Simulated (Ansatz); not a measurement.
**CsCl-type YSe**

The computed numbers are results of PBEsol, scalar-relativistic (no spin polarisation) in the plane-wave PAW code Ansatz at 420 eV, 10×10×10 k-mesh, Gaussian smearing of 0.05 eV. The datasets are Ansatz's generated set soft_2.

```cif
data_structure
_symmetry_space_group_name_H-M 'P 1'
_symmetry_Int_Tables_number 1
_cell_length_a 3.4981
_cell_length_b 3.4981
_cell_length_c 3.4981
_cell_angle_alpha 90.000
_cell_angle_beta 90.000
_cell_angle_gamma 90.000
_cell_volume 42.81
loop_
_atom_site_label
_atom_site_type_symbol
_atom_site_fract_x
_atom_site_fract_y
_atom_site_fract_z
_atom_site_occupancy
Y1 Y 0.00000 0.00000 0.00000 1
Se1 Se 0.50000 0.50000 0.50000 1
```

The start was a prototype's sites filled with these elements. The Crystallography Open Database lists the compound in space group Fm-3m (rock salt), so this is a trial structure.

The cell is relaxed to zero pressure at this level.

```yaml
Space_group: Pm-3m (No. 221)
Volume: 21.40 Å³/atom
Band_gap: zero (metallic)
Density_of_states_at_the_Fermi_level: 1.1 states/(eV·atom)
Formation_energy_from_the_elements_0_K_uncorrected: -1.62 eV/atom
Bulk_modulus_Birch–Murnaghan: 87 GPa
Pressure_derivative_B0′: 4.5
```

With 27 valence electrons in the calculation's cell and no magnetic order, the bands, two electrons each, can't all be full or empty: band theory demands a metal. (Only strong correlation, outside this picture, could make a Mott insulator of it.) A formal count (Y³⁺, Se²⁻) leaves 1 electron a formula unit beyond the anions' closed shells. It goes into the bands above the anion p states, which fits the metal found.

Spin polarisation wasn't tried.
